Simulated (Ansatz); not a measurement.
The calculation used DFT PBE, scalar-relativistic, plane waves, PAW (Ansatz). Cutoff 420 eV, Γ-centred meshes of about 0.25 Å⁻¹ or finer for metals and 0.3 Å⁻¹ for insulators (2π included), Gaussian smearing. No spin polarisation.

All energies are static (0 K, no zero-point motion).

Compare these two cells of BeCdS4, each relaxed at this level.

A.

```
Be Cd S
1.0
     4.84225    0.00000    0.00000
     0.00000    3.79336    0.00000
    -0.01369    0.00000    5.93070
Be Cd S
1 1 4
Direct
  0.00000 0.00000 0.00000
  0.50000 0.50000 0.50000
  0.69971 0.50000 0.07747
  0.30029 0.50000 0.92253
  0.14570 0.00000 0.37037
  0.85430 0.00000 0.62963
```

B.

```
Be Cd S
1.0
     2.52099   -4.21187    0.00000
     2.52099    4.21187    0.00000
     0.00000    0.00000    6.44281
Be Cd S
1 1 4
Direct
  0.50000 0.50000 0.50000
  0.00000 0.00000 0.00000
  0.81691 0.55697 0.73765
  0.18309 0.44303 0.73765
  0.44303 0.18309 0.26235
  0.55697 0.81691 0.26235
```

Question: Which is lower in energy, and by how much?

Answer: A is lower, by 15 meV/atom. A has space group P2/m (No. 10), 18.2 Å³/atom and a gap of 0.64 eV on its mesh; B has space group C222 (No. 21), 22.8 Å³/atom and a gap of 0.74 eV. Counting S atoms around Be and Cd (those within 1.25 times the shortest such distance or 1.15 times the sum of covalent radii, 1.27 where that leaves under three), A has Be 6, Cd 6 and B has Be 4, Cd 4. A and B both hold S–S pairs. The denser one is the lower, and pressure would at first widen the difference. In A, Be has 6 S at 2.31–2.43 Å; around Cd lie 6 S at 2.67–2.69 Å; S on its first site has 1 S at 2.14 Å, 2 Be at 2.43 Å and 1 Cd at 2.69 Å; 1 more site not described. In B, Be has 4 S at 2.11 Å; Cd is surrounded by 4 S at 2.56 Å; around S lie 1 Be at 2.11 Å, 1 S at 2.12 Å and 1 Cd at 2.56 Å. Both come from trial cells of a structure search, whose lowest cell (P2_1, 19.0 Å³/atom) lies 59 meV/atom below the lower of the two.

Kohn–Sham gaps at this level usually fall short of measured ones. Cells relaxed within their symmetry can be saddle points. Some structure types and database cells were kept out of the candidates from the start, so a known form may be missing.
